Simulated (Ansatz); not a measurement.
BN:
```xyz
2
Lattice="1.2440 0.7182 3.2260 -1.2440 0.7182 3.2260 0.0000 -1.4364 3.2260" Properties=species:S:1:pos:R:3 pbc="T T T"
B      0.0000     0.0000     9.6755
N      0.0000     0.0000     3.2198
```

x, y and z are the axes in which the lattice vectors are written.

Q: Give the proper piezoelectric stress tensor with relaxed ions from the program Ansatz at the LDA level (PAW).

A: In C/m², rows x, y, z, Voigt columns; mesh uncertainty up to 0.01.
```
 0.00   0.00   0.00   0.00   0.02   0.36
 0.36  -0.36   0.00   0.02   0.00   0.00
 0.05   0.05  -0.16   0.00   0.00   0.00
```

The elastic tensor of the same run (GPa):

```json
[
 {"": "1", "1": "928", "2": "221", "3": "0.8", "4": "3.8", "5": "0.0", "6": "0.0"},
 {"": "2", "1": "221", "2": "928", "3": "0.8", "4": "-3.8", "5": "0.0", "6": "0.0"},
 {"": "3", "1": "0.8", "2": "0.8", "3": "29.0", "4": "0.0", "5": "0.0", "6": "0.0"},
 {"": "4", "1": "3.8", "2": "-3.8", "3": "0.0", "4": "6.3", "5": "0.0", "6": "0.0"},
 {"": "5", "1": "0.0", "2": "0.0", "3": "0.0", "4": "0.0", "5": "6.3", "6": "3.8"},
 {"": "6", "1": "0.0", "2": "0.0", "3": "0.0", "4": "0.0", "5": "3.8", "6": "353"}
]
```

Q: Convert to strain constants d = e·S.

A: In pC/N:
```
 0.0   0.0   0.0   0.0   3.0   1.0
 0.5  -0.5   0.0   3.0   0.0   0.0
 0.0   0.0  -5.4   0.0   0.0   0.0
```

Space group R3m. The workflow started from a Materials Project entry (that database holds measured and hypothetical structures alike); the Crystallography Open Database copy checked does not list it. It is not the phase usual at ambient conditions (space group No. 186, 194, 216). The LDA relaxation kept the symmetry of its start; phonons on a q-mesh show no instability. A crystal of weakly bound layers computed without a dispersion correction: the cell and the soft elastic constants depend strongly on that.

Potentials: the earlier of the program's two PAW sets.
